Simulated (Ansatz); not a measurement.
# Elastic constants of BAs at 8.2 GPa (stress–strain coefficients): input and output

Theory: Ansatz 0.2.0, DFT r2SCAN+D3(BJ), scalar-relativistic, plane waves, PAW.

Launched with:
```bash
ansatz run input.yaml --threads 1 --pin off --max-ram 2560MiB --backend cpu --events-out ev --progress --plain --runs-dir out
```

Input (bare energies are in eV):
```yaml
crystal:
  lattice:
    - [0.0, 2.3416, 2.3416]
    - [2.3416, 0.0, 2.3416]
    - [2.3416, 2.3416, 0.0]
  atoms:
    - { symbol: B, position: [0.0, 0.0, 0.0] }
    - { symbol: As, position: [0.25, 0.25, 0.25] }
basis:
  ecutwfc: 500
kpoints:
  mp_grid: { grid: [10, 10, 10] }
hamiltonian:
  xc: r2scan
  dispersion: d3bj
scf:
  occupations: { method: fixed }
output:
  forces: true
  stress: true
  eigenvalues: true
  polarization: {}
elastic:
  mode: relaxed_ion
  stencil: two_point
```

From the output:
```
--- Elastic constants: 2 strain directions × 2 members + reference (group order 24) ---
  dense FFT box of the reference and of every strained cell: 25×25×25
  strains applied: 11, 23; error gains: componentwise 1.00 (the most a stress slope's error grows in a printed constant), spectral 1.73 (1 for all six strains in a standard setting)
  pairwise dispersion correction: d3bj (s6 = 1.0, s8 = 0.78981345, a1 = 0.49484001, a2_bohr = 5.73083694), with the weights of each atom's references fixed at the reference crystal's, and the forces and stress that the weights' published ...
  C = ∂σ_k/∂η_j (tension-positive GPa; Voigt order 11 22 33 23 13 12):
       334.092     97.855     97.855      0.000      0.000     -0.000
        97.855    334.092     97.855      0.000      0.000     -0.000
        97.855     97.855    334.092      0.000      0.000     -0.000
         0.000     -0.000      0.000    177.732      0.000      0.000
         0.000      0.000      0.000      0.000    177.732      0.000
         0.000     -0.000      0.000      0.000      0.000    177.732
  reference stress σ⁰ (GPa):     -8.172     -8.172     -8.172     -0.000      0.000     -0.000
  C* (energy form; C + prestress term) asymmetry max|C*_kj − C*_jk| = 1.421e-14 GPa — a small one proves nothing (zero by symmetry where the batch's group is 432, −43m or m−3m); a large one is finite-difference/SCF noise where every solve ...
  moduli (Voigt/Reuss/Hill, GPa): K = 176.60/176.60/176.60   G = 153.89/147.88/150.88   E = 352.31   ν = 0.168
  mechanically stable: yes (min eigenvalue of sym C = 177.73 GPa)
  e, the proper piezoelectric tensor (elastic.mode: relaxed_ion; C/m²; rows x y z; Voigt order 11 22 33 23 13 12):
       0.00000    0.00000    0.00000   -0.19492   -0.00000   -0.00000
      -0.00000   -0.00000    0.00000    0.00000   -0.19492    0.00000
      -0.00000    0.00000    0.00000    0.00000    0.00000   -0.19492
  ±, each entry's uncertainty from the finite density of the strings (C/m²), an estimate: the size of the correction for it that the entry includes:
       0.00000    0.00000    0.00000    0.00805    0.00000    0.00000
       0.00000    0.00000    0.00000    0.00000    0.00805    0.00000
       0.00000    0.00000    0.00000    0.00000    0.00000    0.00805
  the group's symmetry takes up to 5.8e-9 C/m² out of the measured responses: error of the strings' finite density and of the mesh across them, as far as it breaks the symmetry (raise kpoints.mp_grid and any string_points); the largest step ...
  strain η (Voigt 11):  stress-route row diagonal C_11 = 334.09 GPa, energy-path curvature d²(F+E_count+ΔE)/dδ²/Ω₀ = 334.10 GPa
         δ    σ_11 (GPa) F (eV) n_scf n_hpsi n_pw
    -2.000e-3      -8.8421       -5021.6144527       9   30245    664   relax 0 steps, max|allowed force component| 1.01e-16 eV/Å
     2.000e-3      -7.5057       -5021.6196903       9   29159    666   relax 0 steps, max|allowed force component| 1.04e-16 eV/Å
  strain η (Voigt 23):  stress-route row diagonal C_44 = 177.73 GPa, energy-path curvature d²(F+E_count+ΔE)/dδ²/Ω₀ = 181.82 GPa
         δ    σ_23 (GPa) F (eV) n_scf n_hpsi n_pw
    -2.000e-3      -0.3555       -5021.6171199       2   20103    666   relax 3 steps, max|allowed force component| 5.63e-8 eV/Å
     2.000e-3       0.3555       -5021.6171199       2   20089    666   relax 3 steps, max|allowed force component| 5.53e-8 eV/Å
--- Formal polarisation (Berry phase): one branch of a lattice of values; only differences between neighbouring runs are physical ---
  axis mesh electronic ionic p = total spread (rad) least overlap resolved gap  δp at fixed H ≤   (phases in cycles; p mod 1; gap in eV; gap and δp judge the states as solved, not the mesh's step, its ...
  b1    10×10×10       -0.50000000     3.75000000     3.25000000      0.179250         0.8379        3.5125           1.7e-6
  b2    10×10×10       -0.50000000     3.75000000     3.25000000      0.179250         0.8379        3.5125           1.7e-6
  b3    10×10×10       -0.50000000     3.75000000     3.25000000      0.179250         0.8379        3.5125           1.7e-6
  quantum along a1:   0.12896135 e/Å² =   206.618868 µC/cm²
  quantum along a2:   0.12896135 e/Å² =   206.618868 µC/cm²
  quantum along a3:   0.12896135 e/Å² =   206.618868 µC/cm²
  P = (  0.59273141,   0.59273141,   0.59273141) e/Å² = (  949.660416,   949.660416,   949.660416) µC/cm²  (mod the quanta)
```

The run took 4.6 min on 1 thread of Intel(R) Xeon(R) Processor @ 2.50GHz (Skylake/Cascade Lake), on a shared host, peak memory 0.56 GiB.

The cell is the ideal cubic zincblende prototype.